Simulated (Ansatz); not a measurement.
An Ansatz run on β-Si3N4 (relaxed group P6_3/m) left the output below. The geometry is the r2SCAN minimum.

Structure:
```xyz
14
Lattice="7.6057 0.0000 0.0000 -3.8028 6.5867 0.0000 0.0000 0.0000 2.9056" Properties=species:S:1:pos:R:3 pbc="T T T"
Si   -1.3817    5.4312    2.1792
Si    2.2113    1.5190    0.7264
Si    4.0127    3.9122    0.7264
Si   -0.2098    2.6745    2.1792
Si    1.5916    5.0677    2.1792
Si    5.1846    1.1555    0.7264
N     0.0000    4.3911    2.1792
N     3.8028    2.1956    0.7264
N     4.8212    4.4110    2.1792
N    -1.4094    6.3808    0.7264
N     2.4278    4.6169    0.7264
N     1.3750    1.9698    2.1792
N    -1.0184    2.1757    0.7264
N     5.2123    0.2059    2.1792
```

Output, abridged:
```
scf.n_extra_bands = 7 over 32 filled bands (N_el = 64.0): the run solves 39 bands
Functional definition: PBE
Crystal: 14 atoms, lattice volume = 145.562 Å³
Basis set: ecut = 420 eV, 2823 PW (Γ)
Symmetry: 12 space group operations
Space group: P63/m (ITA 176)
k-points: 40 of 288
preconditioner: auto → Resta (q_TF=auto, 2.379 Å⁻¹)  ε∞=4.5  [insulator: Δε(μ)=4.356 eV  σ=0.020 eV  ℏωp=24.6 eV]
SCF converged after 7 iterations
Free energy (F): -6901.751923 eV
Fermi energy:    10.463753 eV
--- Per-component energies (eV) ---
  E_band       = 63.670051
  E_kinetic    = 1355.052223
  E_local      = -2152.780116
  E_nonlocal   = 510.421774
  E_hartree    = 719.446344
  E_xc         = -827.975380
  E_vxc        = -913.370851
  E_paw        = -4100.902615
  E_vpaw       = -174.547084
  E_ewald      = -2405.014985
--- Forces (eV/Å), atoms counted from 1 ---
  atom   1  Si      0.02818      0.03535      0.00000
  atom   2  Si    -0.01652      0.04208      0.00000
  atom   3  Si      0.04471    -0.00673      0.00000
  atom   4  Si    -0.04471      0.00673      0.00000
  atom   5  Si      0.01652    -0.04208      0.00000
  atom   6  Si    -0.02818    -0.03535      0.00000
  atom   7  N       0.00000      0.00000      0.00000
  atom   8  N       0.00000      0.00000      0.00000
  atom   9  N       0.02692      0.02508      0.00000
  atom  10  N     -0.00826      0.03586      0.00000
  atom  11  N       0.03518    -0.01077      0.00000
  atom  12  N     -0.03518      0.01077      0.00000
  atom  13  N     -0.02692    -0.02508      0.00000
  atom  14  N       0.00826    -0.03586      0.00000
--- Stress (GPa, compression-positive) ---
        5.588175       0.000001       0.000000
       -0.000001       5.588175       0.000000
        0.000000       0.000000       5.809961
  P = ⅓ Tr σ = 5.6621 GPa (56.621 kbar)
--- Band table (eV; the first three rows and the last of 40) ---
  k-point 0: bands = […, 6.7373, 7.0115, 7.0115, 7.8363, 7.8909, 8.0964, 12.6343, 13.0493, 13.1947, 13.1947, …]
  k-point 1: bands = […, 6.6981, 7.0404, 7.0404, 7.2030, 7.3974, 8.2812, 13.6708, 13.7640, 14.0463, 14.0463, …]
  k-point 2: bands = […, 6.5988, 6.5988, 6.7174, 6.9708, 6.9708, 8.2297, 13.9898, 13.9898, 14.8788, 15.0281, …]
  k-point 39: bands = […, 6.3862, 6.3862, 6.8840, 6.8840, 7.1876, 7.1876, 13.3230, 13.3230, 14.1475, 14.1475, …]
```

Q: Which of these blocks stood in the input: relax, gw, phonons, dielectric, magnetization (spin_orbit)?

A: None of them. A single point prints forces and stress when the output block asks for them.

Q: Which k mesh was typed?

A: 6×6×8, Γ-centred. The answer isn't unique; the calculation gave this one.

Q: How were the bands filled?

A: With smearing of width σ = 0.02 eV (Fermi-Dirac in this run).

It took 19 s on 1 × NVIDIA H100 80GB HBM3 with 2 threads of AMD EPYC 7R13 Processor (Zen 3), on a shared host, load about 1.5 per core; peak host memory 1.1 GiB.

(Simulation; spin polarisation is off.)
